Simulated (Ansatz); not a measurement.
## K₂H₃CO₄F: ³⁹K NMR of the central transition

Cell: a measured structure from the Crystallography Open Database (COD), ions relaxed with PBE at fixed cell.

Space group P2_1/m (No. 11); a = 5.4228, b = 7.1572, c = 7.4539 Å, β = 105.12°.

| site | Wyckoff | site symmetry | x | y | z |
| --- | --- | --- | --- | --- | --- |
| K | 4f | 1 | 0.7988 | 0.5026 | 0.2348 |
| H5 | 2e | m | 0.2891 | 0.2500 | 0.3573 |
| H7 | 2e | m | 0.2935 | 0.2500 | 0.1460 |
| H9 | 2e | m | 0.6822 | 0.2500 | 0.8897 |
| C | 2e | m | 0.6865 | 0.2500 | 0.6272 |
| O13 | 2e | m | 0.1765 | 0.2500 | 0.2277 |
| O15 | 2e | m | 0.4448 | 0.2500 | 0.5851 |
| O17 | 2e | m | 0.8294 | 0.2500 | 0.5181 |
| O19 | 2e | m | 0.8127 | 0.2500 | 0.8126 |
| F | 2e | m | 0.4991 | 0.7500 | 0.9892 |

One atom of each set is listed.

All values are calculated (Ansatz; DFT, PBE, plane waves and PAW, scalar-relativistic, 550 eV cutoff, Γ-centred 4×3×3 k-points, Fermi–Dirac smearing 0.02 eV), not measured.

³⁹K has I = 3/2 and Q = 60.30 mb (Pyykkö 2018); at 23.5 T its Larmor frequency is ν₀ = 46.7 MHz. Only the quadrupole interaction is simulated: positions count from each site's isotropic chemical shift, and shift anisotropy, dipolar and J coupling are left out.

**Question.** Simulate the second-order pattern (static powder, Gaussian broadening 0.7 kHz) of site K (2 F at 2.69–2.75 Å, 5 O at 2.74–2.94 Å).

**Answer.** The calculation gives C_Q = -2.03 MHz and η = 0.36, so ν_Q = 1.02 MHz and the centre of gravity lies at -49.3 ppm (-2.31 kHz).

(offset (kHz), height): (-10.94, 0), (-10.38, 6), (-9.83, 31), (-9.28, 46), (-8.73, 49), (-8.18, 52), (-7.63, 55), (-7.08, 59), (-6.53, 63), (-5.98, 70), (-5.43, 82), (-4.88, 100), (-4.33, 92), (-3.78, 77), (-3.23, 70), (-2.68, 66), (-2.13, 63), (-1.58, 62), (-1.03, 61), (-0.48, 61), (0.07, 57), (0.62, 51), (1.17, 53), (1.73, 58), (2.28, 69), (2.83, 93), (3.38, 92), (3.93, 60), (4.48, 48), (5.03, 30), (5.58, 5), (6.13, 0)

The entry's hydrogen positions were far off; the other atoms hardly move on relaxation.

Hardware: 1 thread of Arm Neoverse V2 (aarch64; 8 cores open to the job, memory cap 3.0 GiB, no GPU), a shared host with a load of 0.2 a core. Wall time 35 s, CPU time 35 s, peak memory 0.8 GiB.
